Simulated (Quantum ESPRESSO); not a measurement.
# Computed records: Zn$_{2}$ClF$_{3}$ (made-up cell), Al$_{7}$GaAs$_{8}$ (made-up cell)

Calculation on a made-up crystal cell, not a measurement, run twice, once with a planted mistake found by running each candidate: periodic Kohn-Sham density functional theory in plane waves with PseudoDojo standard norm-conserving scalar-relativistic pseudopotentials, each functional with its own files (v0.5 for PBE, v0.4.1 for LDA and PBEsol), no spin polarisation, no spin-orbit coupling, atoms not relaxed, stress positive in tension, energies less a fixed whole-eV offset for each atom's element; levels are Kohn-Sham levels at fractions of this cell's reciprocal vectors, counted from the reference band (half the neutral cell's valence electrons, rounded up) at Gamma; error bars cover cutoff and k-mesh only, not smearing or the files; each bar is the largest change over components, and at least 0.002 eV, 0.002 eV per angstrom or 0.02 GPa; a charged cell sits in a uniform background, with energy and stress on this program's zero of potential; no dispersion term; energies are for the whole cell, and the offsets were chosen from early runs and are not element reference energies; a distance is the largest change of any value in units of its error bar (the energy's for the smearing term), a scale change is of lengths, and a coarse mesh keeps the half-step shift. Program: Quantum ESPRESSO 7.5.

Common to all runs: intended functional pbe; intended cutoff 1143 eV; intended fermi dirac smearing 0.025 eV; intended scf tolerance 1e-07 eV; intended electrons removed 0; healthy smearing term minus ts 0 eV; faulty smearing term minus ts 0 eV; candidate k points along each vector 1; candidate functional pbesol; structure shown as intended, without the mistake.

(1) Zn$_{2}$ClF$_{3}$ (made-up cell)

Intended structure:
```
Zn2ClF3
1.0
      4.9484     0.0315     0.0493
      0.0315     4.9812     0.0034
      0.0658     0.0045     6.4314
Zn F Cl F Cl F
4 1 1 4 1 1
Direct
  0.01048 -0.00589 0.00020
  0.50438 0.49161 0.25003
  0.00954 0.00136 0.49921
  0.50669 0.50296 0.75001
  0.29242 0.32083 -0.01117
  0.69357 0.69023 -0.00178
  0.80154 0.19370 0.24681
  0.19077 0.80281 0.25406
  0.30411 0.30149 0.50048
  0.69897 0.70962 0.51134
  0.80439 0.18451 0.74995
  0.19811 0.80109 0.75405
```

* lattice type: rutile, doubled along c
* healthy free energy less offsets: 29.484 eV
* healthy scf iterations: 10
* healthy pressure: 11.3 GPa
* healthy stress xx: -9.67 GPa
* healthy stress yy: -11.12 GPa
* healthy stress zz: -13.11 GPa
* healthy stress yz: -0.53 GPa
* healthy stress xz: 0.29 GPa
* healthy stress xy: 0.68 GPa
* healthy reference band: 68
* faulty free energy less offsets: 35.809 eV
* faulty scf iterations: 10
* faulty pressure: -46.59 GPa
* faulty stress xx: 48.24 GPa
* faulty stress yy: 46.83 GPa
* faulty stress zz: 44.7 GPa
* faulty stress yz: -0.48 GPa
* faulty stress xz: 0.4 GPa
* faulty stress xy: 0.71 GPa
* faulty reference band: 68
* candidate cutoff: 801 eV
* candidate smearing: 0.89 eV
* candidate scf tolerance: 0.4 eV
* candidate electrons removed: -1
* candidate scale change: 1.6 percent
* candidate first exchanged site: 6
* candidate second exchanged site: 8
* intended k mesh: 5 x 5 x 4, shifted by half a step
* fault kind: low cutoff
* other mistakes compared: 7
* distance from healthy: 2897 error bars
* distance from nearest other mistake: 2645 error bars
* healthy error bar energy: 0.002851 eV
* healthy error bar stress: 0.02 GPa
* healthy error bar force: 0.002 eV/Å
* healthy error bar next band up: 0.002 eV

Atoms:
```tsv
atoms element	atom site	atom energy offset (eV)
Zn	1	-5687
Zn	2	-5687
Zn	3	-5687
Zn	4	-5687
F	5	-677
Cl	6	-449
F	7	-677
F	8	-677
F	9	-677
F	10	-677
Cl	11	-449
F	12	-677
```

Healthy forces:
```tsv
site	x (eV/Å)	y (eV/Å)	z (eV/Å)
1	2.226	0.501	1.773
2	-1.057	-1.015	2.01
3	0.982	-1.136	-1.955
4	-2.651	0.376	-2.306
5	-0.325	-0.597	0.586
6	1.011	1.293	1.284
7	0.202	-0.153	0.276
8	-0.072	0.259	0.208
9	0.437	0.461	-0.506
10	-0.351	-0.532	-0.626
11	-0.833	0.848	-0.396
12	0.429	-0.304	-0.35
```

Healthy levels:
```tsv
level k point	next band up (eV)
Gamma	3.685
(1/2,1/2,1/2)	6.229
(0.15,0,0)	3.991
(0,0.15,0)	3.982
(0,0,0.15)	3.889
```

Faulty forces:
```tsv
site	x (eV/Å)	y (eV/Å)	z (eV/Å)
1	2.233	0.549	1.811
2	-1.08	-1.032	2.008
3	0.957	-1.143	-1.946
4	-2.667	0.399	-2.332
5	-0.337	-0.604	0.623
6	1.004	1.287	1.286
7	0.221	-0.176	0.286
8	-0.058	0.229	0.196
9	0.454	0.475	-0.507
10	-0.337	-0.514	-0.635
11	-0.829	0.841	-0.399
12	0.437	-0.312	-0.39
```

Faulty levels:
```tsv
level k point	next band up (eV)
Gamma	3.673
(1/2,1/2,1/2)	6.224
(0.15,0,0)	3.98
(0,0.15,0)	3.971
(0,0,0.15)	3.877
```

Candidate mistake: coarse kmesh, low cutoff, wide smearing, wrong functional, loose scf, wrong charge, cell scaled, atoms exchanged

(2) Al$_{7}$GaAs$_{8}$ (made-up cell)

Intended structure:
```
Al7GaAs8
1.0
      5.6176     0.0210     0.0560
      0.0210     5.7148    -0.0783
      0.1120    -0.1567    11.5606
Al Ga Al As
2 1 5 8
Direct
  0.00154 0.00651 0.00166
  0.00851 0.50499 0.25273
  0.49929 0.00417 0.24828
  0.50736 0.50887 0.00225
  -0.00608 -0.00815 0.49833
  -0.00288 0.49273 0.74856
  0.49313 0.00745 0.75053
  0.50098 0.49014 0.49363
  0.24818 0.25841 0.12419
  0.25040 0.74701 0.37489
  0.74970 0.25996 0.36988
  0.74798 0.74961 0.12172
  0.25031 0.24305 0.62119
  0.24965 0.74429 0.87701
  0.74891 0.24324 0.87228
  0.75557 0.74730 0.63068
```

- lattice type: doubled zincblende/diamond
- healthy free energy less offsets: 4.668 eV
- healthy scf iterations: 12
- healthy pressure: 1.21 GPa
- healthy stress xx: -2.08 GPa
- healthy stress yy: -1.09 GPa
- healthy stress zz: -0.46 GPa
- healthy stress yz: -2.13 GPa
- healthy stress xz: 1.13 GPa
- healthy stress xy: 0.39 GPa
- healthy reference band: 77
- faulty free energy less offsets: 9.528 eV
- faulty scf iterations: 12
- faulty pressure: 3.02 GPa
- faulty stress xx: -3.53 GPa
- faulty stress yy: -4.05 GPa
- faulty stress zz: -1.48 GPa
- faulty stress yz: -2.27 GPa
- faulty stress xz: 1.19 GPa
- faulty stress xy: 0.55 GPa
- faulty reference band: 77
- candidate cutoff: 833 eV
- candidate smearing: 0.48 eV
- candidate scf tolerance: 0.2 eV
- candidate electrons removed: 1
- candidate scale change: -1.41 percent
- candidate first exchanged site: 3
- candidate second exchanged site: 16
- intended k mesh: 4 x 4 x 2, shifted by half a step
- fault kind: coarse kmesh
- other mistakes compared: 7
- distance from healthy: 283.4 error bars
- distance from nearest other mistake: 267.6 error bars
- healthy error bar energy: 0.01715 eV
- healthy error bar stress: 0.02 GPa
- healthy error bar force: 0.002 eV/Å
- healthy error bar next band up: 0.002 eV

Atoms:
```tsv
atoms element	atom site	atom energy offset (eV)
Al	1	-64
Al	2	-64
Ga	3	-2080
Al	4	-64
Al	5	-64
Al	6	-64
Al	7	-64
Al	8	-64
As	9	-2887
As	10	-2887
As	11	-2887
As	12	-2887
As	13	-2887
As	14	-2887
As	15	-2887
As	16	-2887
```

Healthy forces:
```tsv
site	x (eV/Å)	y (eV/Å)	z (eV/Å)
1	-0.212	-0.17	-0.236
2	-0.603	0.22	-0.527
3	-0.256	0.012	-0.082
4	-0.463	-0.505	-0.569
5	-0.27	0.362	0.167
6	0.218	0.136	0.267
7	-0.171	-0.541	0.011
8	-0.243	0.763	1.042
9	0.372	-0.222	-0.077
10	0.43	0.242	0.042
11	0.634	-0.945	0.052
12	0.809	0.244	0.647
13	0.028	0.098	-0.178
14	0.07	0.115	-0.239
15	0.167	0.317	0.416
16	-0.512	-0.126	-0.734
```

Healthy levels:
```tsv
level k point	next band up (eV)
Gamma	1.238
(1/2,1/2,1/2)	2.012
(0.15,0,0)	1.353
(0,0.15,0)	1.451
(0,0,0.15)	1.331
```

Faulty forces:
```tsv
site	x (eV/Å)	y (eV/Å)	z (eV/Å)
1	-0.231	-0.198	-0.199
2	-0.685	0.212	-0.472
3	-0.293	0.055	-0.092
4	-0.512	-0.512	-0.51
5	-0.246	0.419	0.155
6	0.177	0.147	0.229
7	-0.139	-0.562	-0.004
8	-0.309	0.816	0.942
9	0.464	-0.312	-0.147
10	0.495	0.281	0.169
11	0.677	-1.001	0.109
12	0.832	0.299	0.469
13	0.005	0.095	-0.213
14	0.074	0.099	-0.177
15	0.207	0.325	0.344
16	-0.515	-0.164	-0.602
```

Faulty levels:
```tsv
level k point	next band up (eV)
Gamma	1.167
(1/2,1/2,1/2)	1.99
(0.15,0,0)	1.28
(0,0.15,0)	1.379
(0,0,0.15)	1.26
```

Candidate mistake: coarse kmesh, low cutoff, wide smearing, wrong functional, loose scf, wrong charge, cell scaled, atoms exchanged

(3) Al$_{7}$GaAs$_{8}$ (made-up cell)

Structure as in entry 2.

* lattice type: doubled zincblende/diamond
* healthy free energy less offsets: 4.668 eV
* healthy scf iterations: 12
* healthy pressure: 1.21 GPa
* healthy stress xx: -2.08 GPa
* healthy stress yy: -1.09 GPa
* healthy stress zz: -0.46 GPa
* healthy stress yz: -2.13 GPa
* healthy stress xz: 1.13 GPa
* healthy stress xy: 0.39 GPa
* healthy reference band: 77
* faulty free energy less offsets: 15.874 eV
* faulty scf iterations: 12
* faulty pressure: -47.69 GPa
* faulty stress xx: 46.82 GPa
* faulty stress yy: 47.83 GPa
* faulty stress zz: 48.41 GPa
* faulty stress yz: -2.13 GPa
* faulty stress xz: 1.09 GPa
* faulty stress xy: 0.36 GPa
* faulty reference band: 77
* candidate cutoff: 833 eV
* candidate smearing: 0.48 eV
* candidate scf tolerance: 0.2 eV
* candidate electrons removed: 1
* candidate scale change: -1.41 percent
* candidate first exchanged site: 3
* candidate second exchanged site: 16
* intended k mesh: 4 x 4 x 2, shifted by half a step

Atoms:
```tsv
atoms element	atom site	atom energy offset (eV)
Al	1	-64
Al	2	-64
Ga	3	-2080
Al	4	-64
Al	5	-64
Al	6	-64
Al	7	-64
Al	8	-64
As	9	-2887
As	10	-2887
As	11	-2887
As	12	-2887
As	13	-2887
As	14	-2887
As	15	-2887
As	16	-2887
```

Healthy forces:
```tsv
site	x (eV/Å)	y (eV/Å)	z (eV/Å)
1	-0.212	-0.17	-0.236
2	-0.603	0.22	-0.527
3	-0.256	0.012	-0.082
4	-0.463	-0.505	-0.569
5	-0.27	0.362	0.167
6	0.218	0.136	0.267
7	-0.171	-0.541	0.011
8	-0.243	0.763	1.042
9	0.372	-0.222	-0.077
10	0.43	0.242	0.042
11	0.634	-0.945	0.052
12	0.809	0.244	0.647
13	0.028	0.098	-0.178
14	0.07	0.115	-0.239
15	0.167	0.317	0.416
16	-0.512	-0.126	-0.734
```

Healthy levels:
```tsv
level k point	next band up (eV)
Gamma	1.238
(1/2,1/2,1/2)	2.012
(0.15,0,0)	1.353
(0,0.15,0)	1.451
(0,0,0.15)	1.331
```

Faulty forces:
```tsv
site	x (eV/Å)	y (eV/Å)	z (eV/Å)
1	-0.211	-0.169	-0.237
2	-0.601	0.22	-0.527
3	-0.257	0.014	-0.082
4	-0.462	-0.503	-0.568
5	-0.268	0.361	0.167
6	0.218	0.137	0.265
7	-0.17	-0.539	0.011
8	-0.242	0.762	1.04
9	0.364	-0.214	-0.081
10	0.423	0.234	0.047
11	0.64	-0.937	0.059
12	0.814	0.238	0.641
13	0.028	0.097	-0.178
14	0.069	0.113	-0.238
15	0.167	0.315	0.415
16	-0.511	-0.129	-0.734
```

Faulty levels:
```tsv
level k point	next band up (eV)
Gamma	1.247
(1/2,1/2,1/2)	2.014
(0.15,0,0)	1.363
(0,0.15,0)	1.461
(0,0,0.15)	1.34
```

Candidate mistake: coarse kmesh, low cutoff, wide smearing, wrong functional, loose scf, wrong charge, cell scaled, atoms exchanged

Q: What fault kind does the calculation give for Al$_{7}$GaAs$_{8}$ (made-up cell) (entry 3)?
A: low cutoff

Further results for Al$_{7}$GaAs$_{8}$ (made-up cell) (entry 3):

* other mistakes compared: 7
* distance from healthy: 2446 error bars
* distance from nearest other mistake: 2211 error bars
* healthy error bar energy: 0.01715 eV
* healthy error bar stress: 0.02 GPa
* healthy error bar force: 0.002 eV/Å
* healthy error bar next band up: 0.002 eV
